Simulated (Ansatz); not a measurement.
TaGe in space group P-6m2 (No. 187; Ta on 1a, Ge on 1f), the program Ansatz at the PBE level (PAW), all energies at zero smearing, with the estimated change up to a 700 eV cutoff added, with one set of potentials and settings (totals compare only within such a set). Cell of 2 atoms (1 Ta, 1 Ge): -14227.508 eV.

```csv
element,reference phase,E (eV/atom)
Ta,"Im-3m, 1 atoms in the cell",-9932.2522
Ge,"Fd-3m, 2 atoms in the cell",-4294.9847
```

Formation energy per atom, worked out: (-14227.508 − 1×(-9932.2522) − 1×(-4294.9847))/2 = -0.135 eV/atom (-13 kJ per mol of atoms), at 0 K, without zero-point energy or fitted corrections.

A made-up cell: these elements were put on the sites of a structure type; neither database checked (COD, Materials Project) lists it. Its standing as an ambient phase is unchecked. The PBE relaxation kept the symmetry of its start; its stability against distortions is not shown here. The run is not spin-polarised. The references are the lowest solids computed at this level, not always the standard phases. Scalar-relativistic: spin–orbit coupling is off unless named, which matters more the heavier the elements.

Potentials: the later of the program's two PAW sets.
